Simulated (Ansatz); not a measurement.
Relaxed-ion elastic tensor of W (bcc (W type), Im-3m) in GPa (Voigt order), plane-wave PAW LDA (Ansatz code); density 19.79 g/cm³, 15.42 Å³ per atom.

```
567  219  219  0.0  0.0  0.0
219  567  219  0.0  0.0  0.0
219  219  567  0.0  0.0  0.0
0.0  0.0  0.0  150  0.0  0.0
0.0  0.0  0.0  0.0  150  0.0
0.0  0.0  0.0  0.0  0.0  150
```

Task: Is the crystal mechanically stable?

Result: Yes: the smallest eigenvalue of C is 150 GPa.

Task: Work out the Voigt, Reuss and Hill averages.

Result: K_V = 335, K_R = 335, K_H = 335; G_V = 159, G_R = 158, G_H = 159 GPa.

Task: Give Young's modulus, Poisson's ratio, Pugh's ratio and the universal anisotropy index.

Result: E = 9KG/(3K + G) = 412 GPa; ν = 0.30; K/G = 2.11 (ductile by the Pugh limit of 1.75); A_U = 5G_V/G_R + K_V/K_R − 6 = 0.03.

Task: Estimate the sound speeds and the Debye temperature.

Result: v_l = √((K + 4G/3)/ρ) = 5260 m/s, v_t = √(G/ρ) = 2830 m/s, mean 3160 m/s; Θ = (h/k)(3n/4πV)^(1/3) v_m = 378 K.

Task: Give the Zener ratio and Young's modulus along [100], [110] and [111].

Result: A = 2C44/(C11 − C12) = 0.86; 1/E = S11 − 2(S11 − S12 − S44/2)Γ with Γ = 0, 1/4, 1/3 gives 444, 403, 391 GPa.

The cell was relaxed with LDA under the symmetry of its start. No spin polarisation was allowed. As this level gives no gap, shear constants depend on the k-mesh and smearing (Fermi–Dirac, 0.1 eV here). Spin–orbit coupling is left out wherever it is not named.

Potentials: the earlier of the program's two PAW sets.
